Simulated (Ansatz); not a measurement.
GaBi:
```yaml
crystal:
  lattice:
    - [0.00000, 3.16640, 3.16640]
    - [3.16640, 0.00000, 3.16640]
    - [3.16640, 3.16640, 0.00000]
  atoms:
    - { symbol: Ga, position: [0.75000, 0.75000, 0.75000] }
    - { symbol: Bi, position: [0.00000, 0.00000, 0.00000] }
```

Relaxed with PBEsol.

Question: Map the electron localisation function on the plane through (0.750, 0.750, 0.750) spanned by u = [1, 0, 0] and v = [-1, 1, 1] in lattice vectors, from DFT-PBEsol in the program Ansatz with PAW potentials.

Answer: x is the fraction of u, y of v (the angle between them is 90°; rows are the nearest grid lines); atoms in the plane: Ga at (0.00, 0.00), Bi at (0.50, 0.25).
```
|*. :==*#**+++**#*==: .*|
|.  :==+++=====+++==:. .|
|::-====-:.....:-====-::|
|=======:.     .:=======|
|++++=-:.       .:-=++++|
|++==-:.         .:-==++|
|=--::.           .::--=|
|....               ....|
|                       |
|          ...          |
|       ...:::...       |
|      .::--=--::.      |
|    .:=+*******+=:.    |
|   .:=+*********+=:.   |
|   :-+***********+-:   |
| .:-+****+=-=+****+-:. |
|..-=***#+-...-+****=-..|
|==+*#***=..@..=***#*+==|
|++*###**=... .=**###*++|
|++*#%#**+-...-+**#%#*++|
|===+#@%*********%@#+===|
|::-=+#@#*******#@#+=-::|
|. .:=+#%##***##%#+=:  .|
|*. :==*#**+++**#*==: .*|
```
Scale: ten equal steps from 0.006 (start of ' ') to 0.652 (end of '@'), in the order ' .:-=+*#%@'; x runs from 0.000 to 1.00, y from 0.000 (bottom) to 1.00 (top).

The density is the valence pseudo-density with augmentation charge, so density and ELF within about 1 Å of a nucleus are not all-electron values.

Space group F-43m (zinc blende). The workflow started from a Materials Project entry (that database holds measured and hypothetical structures alike); the Crystallography Open Database copy checked does not list it. With Ga and Bi taken as one species the cell has the higher symmetry Fd-3m, so it may be an ordered model of a mixed-site phase. Whether it is the stable phase at ambient conditions was not checked. The PBEsol relaxation kept the symmetry of its start; its stability against distortions is not shown here. Spin–orbit coupling is left out wherever it is not named.

Potentials: the later of the program's two PAW sets.
